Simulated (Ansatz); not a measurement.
TaC (rock salt)

```yaml
crystal:
  lattice:
    - [0.00000, 2.23794, 2.23794]
    - [2.23794, 0.00000, 2.23794]
    - [2.23794, 2.23794, 0.00000]
  atoms:
    - { symbol: C, position: [0.00000, 0.00000, 0.00000] }
    - { symbol: Ta, position: [0.50000, 0.50000, 0.50000] }
```

The slice is a {110} plane (indices of the conventional cell) through the point (0.000, 0.000, 0.000) (fractional), spanned by u = [100] and v = [1 -1 -1] in vectors of this cell: u (3.16 Å) and v (4.48 Å, at 90° to u). It covers one period; positions are fractions (u, v).

All values below come from PBE (plane waves to 420 eV, PAW, scalar-relativistic; Ansatz, a program for electronic structure). k mesh 18×18×18. Near the nuclei the fields are pseudised (PAW); where an atom keeps semicore shells as valence, they peak there. Spin-orbit coupling is left out, though Ta is heavy. TaC is run without spin polarisation. TaC was relaxed with its symmetry unable to fall. The PAW data are Ansatz's earlier set.

What is the ELF at the density minimum of the shortest C–Ta line in this plane (2.24 Å)?

0.3.

What is the valence density on the shortest C–Ta line in this plane (2.24 Å), at its minimum between the atoms?

0.55 e/Å³.

Sketch the electrostatic potential energy of an electron, from the cell's mean on this plane as a map.


```tsv
v \ u	0.00	0.14	0.29	0.43	0.57	0.71	0.86
0.90	x	x	10.5	11.2	11.2	10.5	x
0.75	<4.0	5.3	10.1	12.3	12.3	10.1	5.3
0.60	x	x	<4.0	9.8	9.8	<4.0	x
0.45	x	x	<4.0	8.9	8.9	<4.0	x
0.30	x	<4.0	7.1	11.8	11.8	7.1	<4.0
0.15	x	x	11.6	11.9	11.9	11.6	x
0.00	x	x	8.6	10.4	10.4	8.6	x
```

Values: electrostatic potential energy of an electron, from the cell's mean, in eV. Points within 0.9 Å of a nucleus are blanked (x), as the pseudised field means little there. Values under 4 eV are set to 4. The zero, the cell's mean, hangs on the PAW cores.
